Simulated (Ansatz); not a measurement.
All numbers below come from Ansatz, DFT PBE, scalar-relativistic, plane waves, PAW. Settings: cutoff 420 eV, Γ-centred meshes spaced at most about 0.3 Å⁻¹, and about 0.25 Å⁻¹ or finer for metals (2π included), Gaussian smearing. Collinear spin in cells that started with moments and kept them past the coarse steps, no spin elsewhere.

These are static total energies at zero pressure.

Two relaxed structures of PdPt2:

A. (site moments under 0.1 μB)

```xyz
3
Lattice="0.0000 3.0161 3.0161 3.0161 0.0000 3.0161 3.0161 3.0161 0.0000" Properties=species:S:1:pos:R:3 pbc="T T T"
Pd    0.0000    0.0000    0.0000
Pt    1.5080    1.5080    1.5080
Pt    4.5241    4.5241    4.5241
```

B. (no spin)

```xyz
3
Lattice="2.7207 0.0000 0.0000 0.0000 2.7207 0.0000 0.0000 0.0000 6.6463" Properties=species:S:1:pos:R:3 pbc="T T T"
Pd    0.0000    0.0000    0.0000
Pt    1.3603    1.3603    2.0406
Pt    1.3603    1.3603    4.6057
```

Problem. Which form is favoured at zero pressure, and by what margin per atom?

Solution. B is lower, by 0.36 eV/atom. A has the fluorite type, space group Fm-3m (No. 225), 18.3 Å³/atom and no gap on its mesh; B has space group P4/mmm (No. 123), 16.4 Å³/atom and no gap. Counting all near atoms (those within 1.25 times the shortest distance at each site; a plus sign parts nearer from farther groups), A has Pd 8, Pt 4+6 and B has Pd 12, Pt 9. The denser one is the lower, and pressure would at first widen the difference. Even the lower one lies +0.14 eV/atom against the reference forms of the elements (uncorrected), so neither is stable at this level. In A, Pd has 8 Pt at 2.61 Å; Pt has 4 Pd at 2.61 Å and 6 Pt at 3.02 Å. In B, around Pd lie 4 Pd at 2.72 Å and 8 Pt at 2.80 Å; around Pt lie 1 Pt at 2.57 Å, 4 Pt at 2.72 Å and 4 Pd at 2.80 Å. Both come from invented guesses. A third cell relaxed alike, in P6/mmm, lies 58 meV/atom below the lower of the two.

These runs have no spin–orbit coupling, which can matter for Pt. Cells relaxed within their symmetry can be saddle points.
